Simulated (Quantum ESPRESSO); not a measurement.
# CuPtW3Ta3: input and log of a self-consistent run

A calculation, not a measurement. The program is pw.x of Quantum ESPRESSO 7.5 (plane-wave density functional theory). The cell is made up: eight metal atoms on a hexagonal close-packed lattice, with elements, volume, strain and displacements drawn at random and not relaxed, so it may be unstable or far from any real phase. PseudoDojo standard norm-conserving files set the functional (PBE unless stated); there is no spin polarisation or spin-orbit coupling, the Fermi-Dirac width of 0.25 eV means electrons at about 2900 K, and the masses in the input are unused placeholders. The copper pseudopotential is less sure than most, with forces differing by about three percent and pressure by about two GPa from a second method on plain copper. Heavy elements are run without spin-orbit coupling, which real alloys of them have. A spin test at this wide smearing found no moment, but such smearing suppresses magnetism that the real alloy may have.

Input:

```
&control calculation='scf', pseudo_dir='./dojo.nc.sr.pbe.v0_5.standard.upf', outdir='./o', disk_io='minimal', tprnfor=.true., tstress=.true. /
&system ibrav=0, nat=8, ntyp=4, nbnd=76, ecutwfc=92.02030273, nosym=.true., tot_charge=0,
 occupations='smearing', smearing='fd', degauss=0.0183746611
/
&electrons conv_thr=1.470e-08, electron_maxstep=70, mixing_beta=0.5 /
ATOMIC_SPECIES
Cu 1.0 Cu.upf
Pt 1.0 Pt.upf
Ta 1.0 Ta.upf
W 1.0 W.upf
CELL_PARAMETERS angstrom
4.326 -2.5372 -0.0134
-2.8507 0.0333 -4.5986
2.8462 5.0089 -0.0337
ATOMIC_POSITIONS angstrom
Cu 0.0543 0.0094 -0.0478
Pt 1.3958 2.4058 0.0965
W -0.133 1.6746 -2.2695
W 1.3144 4.1446 -2.388
Ta 2.9134 -0.0116 -0.037
Ta 4.2541 2.5137 -0.0396
W 1.4628 -0.8279 -2.3358
Ta 2.8856 1.7465 -2.3458
K_POINTS automatic
5 5 4 1 1 1
```

The log is shortened where brackets say so; the opening notice, blank lines, dates and the lines on written files are dropped, and the path of the files is cut. It prints rydbergs, bohrs and kilobars, and counts compression as positive stress. Its total energy is the free energy E - TS of the whole cell.

```
     Program PWSCF v.7.5
     Parallel version (MPI & OpenMP), running on       4 processor cores
     Number of MPI processes:                 4
     Threads/MPI process:                     1
     [start-up lines left out]
     bravais-lattice index     =            0
     lattice parameter (alat)  =       9.4773  a.u.
     unit-cell volume          =     899.4484 (a.u.)^3
     number of atoms/cell      =            8
     number of atomic types    =            4
     number of electrons       =       118.00
     number of Kohn-Sham states=           76
     kinetic-energy cutoff     =      92.0203  Ry
     charge density cutoff     =     368.0812  Ry
     scf convergence threshold =      1.5E-08
     mixing beta               =       0.5000
     number of iterations used =            8  plain     mixing
     Exchange-correlation= PBE
                           (   1   4   3   4   0   0   0)
     [axes and pseudopotential details left out]
   Cartesian axes
     site n.     atom                  positions (alat units)
         1        Cu     tau(   1) = (   0.0108272   0.0018743  -0.0095311  )
         2        Pt     tau(   2) = (   0.2783161   0.4797054   0.0192417  )
         3        W      tau(   3) = (  -0.0265196   0.3339075  -0.4525278  )
         4        W      tau(   4) = (   0.2620853   0.8264142  -0.4761562  )
         5        Ta     tau(   5) = (   0.5809185  -0.0023130  -0.0073776  )
         6        Ta     tau(   6) = (   0.8482480   0.5012202  -0.0078961  )
         7        W      tau(   7) = (   0.2916756  -0.1650794  -0.4657478  )
         8        Ta     tau(   8) = (   0.5753754   0.3482441  -0.4677417  )
     number of k points=    50  Fermi-Dirac smearing, width (Ry)=  0.0184
                       cart. coord. in units 2pi/alat
        k(    1) = (   0.1409721   0.0437323  -0.1961312), wk =   0.0400000
        k(    2) = (   0.2507317   0.2312276  -0.2628141), wk =   0.0400000
     [further k points left out]
     Dense  grid:   107257 G-vectors     FFT dimensions: (  60,  64,  72)
     Estimated max dynamical RAM per process >     418.91 MB
     Estimated total dynamical RAM >       1.56 GB
     Initial potential from superposition of free atoms
     starting charge     117.9952, renormalised to     118.0000
     Starting wfcs are   80 randomized atomic wfcs
     total cpu time spent up to now is        7.4 secs
     per-process dynamical memory:   323.8 Mb
     Self-consistent Calculation
     iteration #  1     ecut=    92.02 Ry     beta= 0.50
     Davidson diagonalization with overlap
     ethr =  1.00E-02,  avg # of iterations =  2.8
     total cpu time spent up to now is       25.0 secs
     total energy              =   -1475.25061464 Ry
     estimated scf accuracy    <      16.08538302 Ry
     iteration #  2     ecut=    92.02 Ry     beta= 0.50
     Davidson diagonalization with overlap
     ethr =  1.00E-02,  avg # of iterations =  3.0
     total cpu time spent up to now is       43.5 secs
     total energy              =   -1484.17028612 Ry
     estimated scf accuracy    <      38.23590079 Ry
     iteration #  3     ecut=    92.02 Ry     beta= 0.50
     Davidson diagonalization with overlap
     ethr =  1.00E-02,  avg # of iterations =  2.0
     total cpu time spent up to now is       59.6 secs
     total energy              =   -1486.70640916 Ry
     estimated scf accuracy    <       5.62546974 Ry
     iteration #  4     ecut=    92.02 Ry     beta= 0.50
     Davidson diagonalization with overlap
     ethr =  4.77E-03,  avg # of iterations =  2.0
     total cpu time spent up to now is       73.8 secs
     total energy              =   -1486.40560107 Ry
     estimated scf accuracy    <       3.23706934 Ry
     iteration #  5     ecut=    92.02 Ry     beta= 0.50
     Davidson diagonalization with overlap
     ethr =  2.74E-03,  avg # of iterations =  2.6
     total cpu time spent up to now is       88.2 secs
     total energy              =   -1486.06484870 Ry
     estimated scf accuracy    <       1.71506157 Ry
     [iterations 6 to 16 left out]
     iteration # 17     ecut=    92.02 Ry     beta= 0.50
     Davidson diagonalization with overlap
     ethr =  5.53E-10,  avg # of iterations =  4.3
     total cpu time spent up to now is      292.9 secs
     total energy              =   -1486.09420394 Ry
     estimated scf accuracy    <       0.00000049 Ry
     iteration # 18     ecut=    92.02 Ry     beta= 0.50
     Davidson diagonalization with overlap
     ethr =  4.14E-10,  avg # of iterations =  2.0
     total cpu time spent up to now is      308.5 secs
     total energy              =   -1486.09420397 Ry
     estimated scf accuracy    <       0.00000031 Ry
     iteration # 19     ecut=    92.02 Ry     beta= 0.50
     Davidson diagonalization with overlap
     ethr =  2.59E-10,  avg # of iterations =  1.0
     total cpu time spent up to now is      322.2 secs
     total energy              =   -1486.09420400 Ry
     estimated scf accuracy    <       0.00000004 Ry
     iteration # 20     ecut=    92.02 Ry     beta= 0.50
     Davidson diagonalization with overlap
     ethr =  3.02E-11,  avg # of iterations =  2.3
     total cpu time spent up to now is      339.0 secs
     total energy              =   -1486.09420400 Ry
     estimated scf accuracy    <       0.00000004 Ry
     iteration # 21     ecut=    92.02 Ry     beta= 0.50
     Davidson diagonalization with overlap
     ethr =  3.02E-11,  avg # of iterations =  1.7
     total cpu time spent up to now is      353.4 secs
     End of self-consistent calculation
     [lines on levels left out]
!    total energy              =   -1486.09420400 Ry
     estimated scf accuracy    <       0.00000001 Ry
     smearing contrib. (-TS)   =      -0.11282055 Ry
     internal energy E=F+TS    =   -1485.98138344 Ry
     The total energy is F=E-TS. E is the sum of the following terms:
     one-electron contribution =    -436.60244096 Ry
     hartree contribution      =     282.05473032 Ry
     xc contribution           =    -282.24661324 Ry
     ewald contribution        =   -1049.18705956 Ry
     convergence has been achieved in  21 iterations
     Forces acting on atoms (cartesian axes, Ry/au):
     atom    1 type  1   force =    -0.01203357   -0.00445554   -0.00395772
     atom    2 type  2   force =    -0.00967982    0.03764268   -0.05360239
     atom    3 type  4   force =     0.03255320   -0.03654413    0.01551883
     atom    4 type  4   force =     0.03040662    0.00699194    0.04865743
     atom    5 type  3   force =    -0.01155217   -0.01309709    0.02034420
     atom    6 type  3   force =     0.03292830    0.01074357   -0.00025836
     atom    7 type  4   force =    -0.03318630    0.00545962    0.00433244
     atom    8 type  3   force =    -0.02943626   -0.00674105   -0.03103443
     Total force =     0.124438     Total SCF correction =     0.000421
     Computing stress (Cartesian axis) and pressure
          total   stress  (Ry/bohr**3)                   (kbar)     P=       -0.37
  -0.00007484  -0.00013174   0.00008421          -11.01      -19.38       12.39
  -0.00013174  -0.00028103  -0.00007936          -19.38      -41.34      -11.67
   0.00008421  -0.00007936   0.00034833           12.39      -11.67       51.24
     init_run     :      6.99s CPU      7.27s WALL (       1 calls)
     electrons    :    338.40s CPU    346.04s WALL (       1 calls)
     forces       :      3.02s CPU      3.05s WALL (       1 calls)
     stress       :     10.29s CPU     10.54s WALL (       1 calls)
     [timing details left out]
     PWSCF        :   5m58.84s CPU   6m 7.08s WALL
     JOB DONE.
```

In other units: free energy -20219.342 eV for the cell, pressure -0.04 GPa, largest force component 1.378 eV/Å in size. The run took 369 s of wall time with four MPI processes on a shared machine (Intel Xeon, 2023 or later, virtual cores), so the time is rough. A rerun of this cell at a higher cutoff and on a denser mesh moved values by no more than 0.006 eV in energy, 0.11 GPa in stress and 0.008 eV/Å in force, and a second program with other atomic files agreed on that cell to 2 % rms in force and 0.5 GPa in pressure.